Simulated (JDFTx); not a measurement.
```json
{
 "surface": "TiAl(001), Al outermost, slab composition TiAl2",
 "bulk": "TiAl, P4/mmm, lattice of mp-1953 (not re-optimised)",
 "slab": "3 atoms in 3 planes, 1x1, 4.0 Å between the outermost planes",
 "in-plane cell": "2.811 × 2.811 Å, 7.90 Å²",
 "cell_height": "20.1 Å",
 "sampling": "8×8×1 k mesh, Fermi smearing 0.01 Ha, no spin polarisation"
}
```

Whether this polymorph is the ambient one wasn't checked. Neither spin polarisation nor a larger cell was tried.

Final geometry:
```
3
Lattice="2.811 0.000 0.000 0.000 2.811 0.000 0.000 0.000 20.100" Properties=species:S:1:pos:R:3 pbc="T T F"
Al     0.000     0.000     8.068
Al     0.000     0.000    12.032
Ti     1.405     1.405    10.050
```

Computed with JDFTx (a modified build): PBE, GBRV ultrasoft potentials, plane waves to 20/100 Ha. Liquid on both sides: soft-sphere model, water, 1 M KCl; nuclei fixed, outer atoms relaxed in vacuum. Potentials are on the SHE scale by the convention U = −μ/e − 4.44 V; references calibrated for a solvation model differ from this value. The model has bare, unreconstructed faces and no explicit solvent. Convergence in thickness and k mesh wasn't tested for this slab.

```csv
U (V vs SHE),μ (eV),excess electrons per cell,"σ (μC/cm², per face)",run
-0.90,-3.54,0.072,-7.3,fixed potential
-0.60,-3.84,0.000,0.0,neutral
0.00,-4.44,(withheld),(withheld),fixed potential
```

Q: Fill in the missing entries, row by row.

A: 
- 0.00, excess electrons per cell: -0.128
- 0.00, σ (μC/cm², per face): 13.0
